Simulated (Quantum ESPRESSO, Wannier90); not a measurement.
**Tight-binding from DFT: PtS2 (CdI2 type)**

```xyz
3
Lattice="3.5487 0.0000 0.0000 -1.7744 3.0733 0.0000 0.0000 0.0000 5.5971" Properties=species:S:1:pos:R:3 pbc="T T T"
Pt     0.0000     0.0000     0.0000
S     -1.7744     1.0244    -1.2333
S      1.7744    -1.0244     1.2333
```

Structure: Materials Project mp-762, symmetrised, not relaxed again. COD (Crystallography Open Database) has an entry of this formula and space group (matched by these alone). Computed values, not measurements, from PBEsol: Quantum ESPRESSO (norm-conserving PseudoDojo potentials, cutoff 68 Ry, no spin polarisation, no spin-orbit coupling) on a Γ-centred 12×12×6 mesh, then Wannier90. Density: 12×12×6 mesh, cold smearing 0.01 Ry. The cell is built of weakly bound layers, chains or molecules, whose nearest atoms lie 3.74 Å apart. Database cells relaxed without dispersion often hold them too far apart, which can enlarge gaps and weakens couplings between them; spacing and stacking were not compared with the measured crystal. Spin-orbit coupling is left out although heavy elements are present.

A tight-binding model is made by disentanglement and projection with no localisation steps (num_iter = 0), so the 11 orbitals stay atom-like: hydrogen-like Pt: d; S: p, axes along x, y, z; frozen window up to 2.48 eV relative to the valence-band maximum. It follows pw.x to 0.3 meV rms for states up to 2.0 eV relative to the valence-band maximum. Matrix elements depend on this choice of orbitals and windows.

What are the on-site energies relative to the valence-band maximum, and how fast do the hoppings decay?


```csv
atom,orbitals,energy (eV)
Pt1,dz2,-3.14
Pt1,dxz dyz,-2.84
Pt1,dx2-y2 dxy,-3.06
S2,pz,-1.83
S2,px py,-2.32
S3,pz,-1.83
S3,px py,-2.32
```

```csv
distance of the centres (Å),largest modulus (eV)
2–3,1.5
3–4,0.72
4–5,0.14
5–6,0.052
6–7,0.045
7–8,0.063
8–9,0.018
9–10,0.013
10–11,0.011
11–12,0.010
12–13,0.0035
```
